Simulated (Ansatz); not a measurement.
# K3ScV2O8: relaxation (Ansatz)

The command:

```bash
ansatz run input.yaml --threads 2 --pin off --max-ram 3584MiB --backend cpu --events-out ev --progress --plain --runs-dir out
```

The input file (Ansatz 0.2.0, plane waves):

```yaml
crystal:
  lattice:
    - [5.83017, 0.0, 0.0]
    - [-2.915085, 5.049078, 0.0]
    - [0.0, 0.0, 7.56067]
  atoms:
    - { symbol: Sc, position: [0.0, 0.0, 0.5] }
    - { symbol: V, position: [0.6667, 0.3333, 0.74601] }
    - { symbol: V, position: [0.3333, 0.6667, 0.25399] }
    - { symbol: O, position: [0.6667, 0.3333, 0.965] }
    - { symbol: O, position: [0.3333, 0.6667, 0.035] }
    - { symbol: O, position: [0.3402, 0.17011, 0.6665] }
    - { symbol: O, position: [0.82989, 0.17009, 0.6665] }
    - { symbol: O, position: [0.82991, 0.6598, 0.6665] }
    - { symbol: O, position: [0.17011, 0.3402, 0.3335] }
    - { symbol: O, position: [0.17009, 0.82989, 0.3335] }
    - { symbol: O, position: [0.6598, 0.82991, 0.3335] }
    - { symbol: K, position: [0.6667, 0.3333, 0.31028] }
    - { symbol: K, position: [0.3333, 0.6667, 0.68972] }
    - { symbol: K, position: [0.0, 0.0, 0.0] }
  symmetry: { tolerance: 0.0003 }
kpoints:
  mp_grid: { grid: [5, 5, 4], shift: [0, 0, 0] }
magnetization:
  spin_polarized: false
scf:
  occupations: { method: cold, width: 0.0327 }
  lower_state_search: "off"
hamiltonian:
  pseudopotentials: { kind: paw }
  xc: r2scan
basis:
  ecutwfc: 500
  fft_grid_basis: typed
relax:
  max_steps: 60
output:
  forces: true
  stress: true
  eigenvalues: true
  populations: true
  elf: true
  write_potential: true
  volumetric_format: npy
  dos:
    e_range: [-12, 8]
    de: 0.05
    projected: { site_lists: { K: [K], O: [O], Sc: [Sc], V: [V] } }
  bader: false
checkpoint:
  read: saved_state
```

Origin of the cell: a database entry, scaled a little.

The saved state is a converged single point of the same cell.

Steps:

```csv
step,ΔF (meV/atom),max force component (eV/Å),SCF iterations,step was
1,0.0,0.458,7,accepted
2,-1.9,0.163,6,accepted
3,-2.1,0.027,6,accepted
4,-2.1,0.004,5,accepted
```

The starting structure.

Space group P-3m1 (No. 164); the run's cell has a = 5.830 Å, b = 5.830 Å, c = 7.561 Å, α = 90.00°, β = 90.00°, γ = 120.00°. Shortest distances: O–V 1.66 Å, O–Sc 2.13 Å, K–O 2.61 Å, O–O 2.79 Å, K–V 3.29 Å.

The relaxed structure.

Space group P-3m1 (No. 164); the run's cell has a = 5.830 Å, b = 5.830 Å, c = 7.561 Å, α = 90.00°, β = 90.00°, γ = 120.00°. Shortest distances: O–V 1.65 Å, O–Sc 2.13 Å, K–O 2.63 Å, O–O 2.78 Å, K–V 3.28 Å.

```
CELL_PARAMETERS angstrom
5.83017 0.00000 0.00000
-2.91509 5.04908 0.00000
0.00000 0.00000 7.56067
ATOMIC_POSITIONS crystal
Sc 0.00000 0.00000 0.50000
V 0.66667 0.33333 0.74206
V 0.33333 0.66667 0.25794
O 0.66667 0.33333 0.96005
O 0.33333 0.66667 0.03995
O 0.34260 0.17130 0.66346
O 0.82870 0.17130 0.66346
O 0.82870 0.65740 0.66346
O 0.17130 0.34260 0.33654
O 0.17130 0.82870 0.33654
O 0.65740 0.82870 0.33654
K 0.66667 0.33333 0.30787
K 0.33333 0.66667 0.69213
K 0.00000 0.00000 0.00000
```

| Item | Value |
| --- | --- |
| Free energy lowered by | 2.1 meV/atom |
| Final pressure | -2.29 GPa |
| Relaxation steps listed | 4 |
| Gap on the mesh | 3.52 eV |

Caveats: the SCF threshold is looser than advised for a stress; the relaxation held the start's symmetry, so the end may be a saddle point.

The run took 160 s of wall time on 2 CPU thread(s) of a shared host, from a saved density.
